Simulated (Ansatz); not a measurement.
TiSi$_{2}$ (C54 type, space group Fddd)

```xyz
6
Lattice="0.0000 4.0901 4.2499 2.3801 0.0000 4.2499 2.3801 4.0901 0.0000" Properties=species:S:1:pos:R:3 pbc="T T T"
Si     2.3801     5.4294     4.2499
Si     2.3801     2.7508     4.2499
Si     3.5701     4.7959     6.3749
Si     3.5701     7.4745     6.3749
Ti     0.0000     0.0000     0.0000
Ti     1.1900     2.0451     2.1250
```

The slice is a (110) plane (indices of the conventional cell) through the point (0.336, 0.664, 0.336) (fractional), spanned by u = [1 -1 0] and v = [1 1 -1] in vectors of this cell: u (4.73 Å) and v (8.50 Å, at 90° to u). It covers one period; positions are fractions (u, v).

These are PBEsol (plane waves to 420 eV, PAW, scalar-relativistic; Ansatz, a quantum-chemistry and plane-wave program) values and carry that method's errors. k mesh 13×13×13. These are valence fields of a PAW run, semicore shells included where kept as valence: close to a nucleus they are smooth pseudo fields. TiSi2 is run without spin polarisation. TiSi2 was relaxed with its symmetry unable to fall.

Q: Sketch the electron localisation function (ELF) on this plane as a map.

A: 
```
|x4854553474|
|98535774258|
|86337997436|
|54356xx7645|
|44586xx5854|
|55699xx7744|
|54358998644|
|41002688655|
|30340278568|
|30662188689|
|30340189999|
|41001367777|
|57777531012|
|59999701420|
|49769703750|
|58657601420|
|88755520004|
|99744443479|
|x5854455796|
|xx86444468x|
```
Scale: ten equal steps from 0.11 (start of '0') to 0.77 (end of '9'), in the order '0123456789'. Values: electron localisation function (ELF). The map has 11 points along u (one character each, u = 0 at the left) and 20 along v (v = 0 in the bottom row). Points within 0.5 Å of a nucleus are blanked (x), as the pseudised field means little there.
